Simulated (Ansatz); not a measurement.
SiB2Os2:
```yaml
crystal:
  lattice:
    - [1.44382, -6.51493, 0.00000]
    - [1.44382, 6.51493, 0.00000]
    - [0.00000, 0.00000, 2.79281]
  atoms:
    - { symbol: Si, position: [0.00000, 0.00000, 0.00000] }
    - { symbol: Os, position: [0.36755, 0.63245, 0.50000] }
    - { symbol: Os, position: [0.63245, 0.36755, 0.50000] }
    - { symbol: B, position: [0.21225, 0.78775, 0.00000] }
    - { symbol: B, position: [0.78775, 0.21225, 0.00000] }
```

Relaxed with r²SCAN.

Q: Map the valence electron density (e/Å³), cut off at 0.8 on the plane through (0.000, 0.000, 0.000) spanned by u = [0, 0, 1] and v = [1, -1, 0] in lattice vectors, from DFT-r²SCAN in the program Ansatz with PAW potentials.

A: x is the fraction of u, y of v (the angle between them is 90°; rows are the nearest grid lines); atoms in the plane: Si at (0.00, 0.00), Os at (0.50, 0.37), Os at (0.50, 0.63), B at (0.00, 0.21), B at (0.00, 0.79).
```
y \ x   0.000  0.0625  0.188  0.250  0.375  0.438  0.562  0.625  0.750  0.812  0.938   1.00
------  -----  ------  -----  -----  -----  -----  -----  -----  -----  -----  -----  -----
1.00    0.034   0.060  0.251  0.334  0.300  0.263  0.263  0.300  0.334  0.251  0.060  0.034
0.925   0.339   0.339  0.337  0.328  0.305  0.296  0.296  0.305  0.328  0.337  0.339  0.339
0.850   0.421   0.422  0.415  0.405  0.382  0.375  0.375  0.382  0.405  0.415  0.422  0.421
0.775   0.328   0.428  0.592  0.488  0.281  0.230  0.230  0.281  0.488  0.592  0.428  0.328
0.700   0.390   0.392  0.449  0.549  0.800  0.800  0.800  0.800  0.549  0.449  0.392  0.390
0.625   0.402   0.445  0.800  0.800  0.800  0.800  0.800  0.800  0.800  0.800  0.445  0.402
0.550   0.269   0.275  0.315  0.356  0.495  0.559  0.559  0.495  0.356  0.315  0.275  0.269
0.450   0.269   0.275  0.315  0.356  0.495  0.559  0.559  0.495  0.356  0.315  0.275  0.269
0.375   0.402   0.445  0.800  0.800  0.800  0.800  0.800  0.800  0.800  0.800  0.445  0.402
0.300   0.390   0.392  0.449  0.549  0.800  0.800  0.800  0.800  0.549  0.449  0.392  0.390
0.225   0.328   0.428  0.592  0.488  0.281  0.230  0.230  0.281  0.488  0.592  0.428  0.328
0.150   0.421   0.422  0.415  0.405  0.382  0.375  0.375  0.382  0.405  0.415  0.422  0.421
0.0750  0.339   0.339  0.337  0.328  0.305  0.296  0.296  0.305  0.328  0.337  0.339  0.339
0.000   0.034   0.060  0.251  0.334  0.300  0.263  0.263  0.300  0.334  0.251  0.060  0.034
```

The density is the valence pseudo-density with augmentation charge, so density and ELF within about 1 Å of a nucleus are not all-electron values.

Space group Cmmm. The start of the workflow was typed in or built on a structure type; neither database checked (COD, Materials Project) lists it. Its standing as an ambient phase is unchecked. The r²SCAN relaxation kept the symmetry of its start; its stability against distortions is not shown here. The run is not spin-polarised. Its formation energy is positive at this level, so the cell may be metastable or incomplete. Scalar-relativistic: spin–orbit coupling is off unless named, which matters more the heavier the elements.

Potentials: the later of the program's two PAW sets.
